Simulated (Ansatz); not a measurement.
Magnetic order of Li2MnF5 at several levels

```xyz
16
Lattice="5.0080 -2.4740 0.0000 5.0080 2.4740 0.0000 -2.7978 0.0000 6.8593" Properties=species:S:1:pos:R:3 pbc="T T T"
Li    5.6977    0.0455    1.7100
Li    2.9194    0.0455    1.7196
Li    1.5204   -0.0455    5.1493
Li    4.2988   -0.0455    5.1397
Mn    0.0000    0.0000    0.0000
Mn   -1.3989    0.0000    3.4297
F     4.3085   -1.4359    1.7148
F     2.9096    1.4359    5.1445
F     1.3675   -0.7501    0.9987
F     7.2496   -0.7501    2.4309
F     5.8507    0.7501    5.8606
F    -0.0315    0.7501    4.4284
F     3.2012   -0.9525    6.5562
F     2.6180   -0.9525    3.7329
F     4.0169    0.9525    0.3032
F     4.6001    0.9525    3.1265
```

The same starts (parallel, antiparallel patterns that fit this cell, and no moments) were run with plane-wave PAW DFT (Ansatz 0.2.0; atoms fixed, collinear spin, no spin-orbit coupling; 5×5×3 Γ-centred mesh, fermi-dirac occupations of width 0.050 eV) at these levels: r2SCAN, 500 eV; r2SCAN with U_eff = 2.7 eV on Mn d (all-electron-ortho-atomic projectors), 500 eV.

Task: Which order does each level favour, and how strongly?

Result: The runs give, at zero smearing:

```csv
level,lowest state,mean moment on Mn (μB),parallel less best compensated antiparallel (meV per Mn),gain over no moments (meV per Mn)
r2SCAN,"antiparallel, compensated",3.23,+15,3142
r2SCAN + U,"antiparallel, compensated",3.29,+8,3357
```

Site moments are taken in small spheres that don't touch (radius about 0.4 of the atom's shortest bond), so those of the magnetic atoms read low. Both levels favour antiparallel moments: the difference runs from +8 to +15 meV per Mn. The U weakens the coupling, as expected where exchange goes by hopping and scales with the inverse of the on-site repulsion.

The cell is that of a Crystallography Open Database entry, unchanged.

Caveats: only orders that fit this cell were tried, so the true order may need a larger cell or canted moments; atoms and cell are held at the entry's values; differences under about 5 meV per magnetic atom weren't tested against a denser mesh or another U, and are taken as unresolved; the U is a value in common use, not computed for this crystal; the state without moments isn't the paramagnet, so the last column is no ordering energy, and a U inflates it.
